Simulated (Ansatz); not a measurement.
The cell below belongs to a search over invented structures; it isn't taken from experiment.

Input and command of a plane-wave DFT calculation in Ansatz:

```yaml
crystal:
  lattice:
    - [3.4216249705, -5.180691, 0.0]
    - [3.4216249705, 5.180691, 0.0]
    - [-2.8870846793, 0.0, 7.4375644833]
  atoms:
    - { symbol: Cs, position: [0.093741, 0.093741, 0.008527] }
    - { symbol: Li, position: [0.588753, 0.588753, 0.553359] }
    - { symbol: Cr, position: [0.056461, 0.467546, 0.557896], spin: 2.23 }
    - { symbol: Cr, position: [0.467546, 0.056461, 0.557896], spin: 2.23 }
    - { symbol: Te, position: [0.564856, 0.873567, 0.290351], spin: -0.15 }
    - { symbol: Te, position: [0.873567, 0.564856, 0.290351], spin: -0.15 }
    - { symbol: S, position: [0.811514, 0.396971, 0.733467] }
    - { symbol: S, position: [0.396971, 0.811514, 0.733467] }
    - { symbol: S, position: [0.214037, 0.214037, 0.483711] }
basis:
  ecutwfc: 420
kpoints:
  mp_grid: { grid: [6, 6, 4] }
hamiltonian:
  xc: pbe
scf:
  occupations: { method: gaussian, width: 0.1 }
output:
  forces: true
  stress: true
  eigenvalues: true
  populations: true
magnetization:
  spin_polarized: true
relax:
  adjacent_minimum: "off"
  f_tol: 0.01
  max_steps: 80
  cell: { stress_tol: 0.05 }
```

```bash
ansatz run input.yaml --threads 5 --pin off --max-ram 17920MiB --backend cpu --events-out ev --progress --plain --runs-dir out
```

Processor: Intel(R) Xeon(R) Platinum 8259CL CPU @ 2.50GHz (Skylake/Cascade Lake), 5 threads, on a host shared with other jobs.

Q: How long does it run, and how much memory does it take?

A: About 110 s, peak memory 1.5 GiB. It solves 57 bands at 47 k points (after reduction by symmetry) with about 5177 plane waves (on the last cell), in 24 SCF iterations over 2 ionic steps.
